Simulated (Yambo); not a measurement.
Yambo run on FeP2 (space group Pnnm, No. 58). The wavefunctions come from this Quantum ESPRESSO step (PBEsol, PseudoDojo standard norm-conserving files, scalar-relativistic):

```
&CONTROL
  calculation = 'nscf'
  pseudo_dir = './pseudo'
  outdir = './out'
/
&SYSTEM
  ibrav = 0
  nat = 6
  ntyp = 2
  ecutwfc = 90.0
  ecutrho = 360.0
  occupations = 'fixed'
  force_symmorphic = .true.
  nbnd = 151
/
&ELECTRONS
  conv_thr = 6.000000000000001e-09
  diago_full_acc = .true.
  diago_thr_init = 1e-08
/
ATOMIC_SPECIES
P 30.9738 P.upf
Fe 55.8450 Fe.upf
CELL_PARAMETERS angstrom
  4.918220000000   0.000000000000   0.000000000000
  0.000000000000   5.627030000000   0.000000000000
  0.000000000000   0.000000000000   2.715370000000
ATOMIC_POSITIONS crystal
P   0.329000000000   0.869400000000   0.500000000000
P   0.671000000000   0.130600000000   0.500000000000
P   0.829000000000   0.630600000000   0.000000000000
P   0.171000000000   0.369400000000   0.000000000000
Fe   0.500000000000   0.500000000000   0.500000000000
Fe   0.000000000000   0.000000000000   0.000000000000
K_POINTS automatic
2 2 4 0 0 0
```

Yambo input:

```
rim_cut
gw0
dyson
el_el_corr
HF_and_locXC
ppa
em1d
RandQpts= 1000000
RandGvec= 1 Ry
EXXRLvcs= 90 Ry
VXCRLvcs= 360 Ry
Chimod= "HARTREE"
% BndsRnXp
 9 | 150 |
%
NGsBlkXp= 8 Ry
% LongDrXp
 1.0 | 1.0 | 1.0 |
%
PPAPntXp= 27.2114 eV
% GbndRnge
 1 | 150 |
%
GTermKind= "BG"
DysSolver= "n"
ExtendOut
% QPkrange
 1 | 1 | 26 | 27 |
 2 | 2 | 26 | 27 |
%
```

k points by index: 1 = Γ, 2 = (0, 0, 0.25).

The o-*.qp file then holds:

```
#    K-point    Band    Eo [eV]    E [eV]    E-Eo [eV]    Vxc [eV]    Vnlxc [eV]    Sc|Eo [eV]    Sc|E [eV]    dSc/dw|Eo [eV]    Re(Z)    Im(Z)
#
    1    26    0.000000    0.628747    0.628747    -27.28851    -32.22798    5.833150    5.568217    -11.46901    0.703488    -0.001942
    1    27    2.292174    3.027263    0.735089    -25.78824    -21.92097    -2.856266    -3.132188    -10.21246    0.727107    -0.002101
    2    26    -0.563367    -0.087358    0.476009    -24.11915    -28.55947    5.106897    4.916327    -10.89769    0.714034    -0.001900
    2    27    0.356291    1.034544    0.678253    -24.41538    -21.06976    -2.405845    -2.667366    -10.49109    0.721736    -0.001780
```
(The two width columns are left out.) Convergence of these settings isn't established.

Geometry of the Materials Project entry, not relaxed at this level.

The structure is a Materials Project entry; no match was found in the copy of COD used, and its stability was not checked.

The runs are not spin-polarised; magnetic order was not tried.
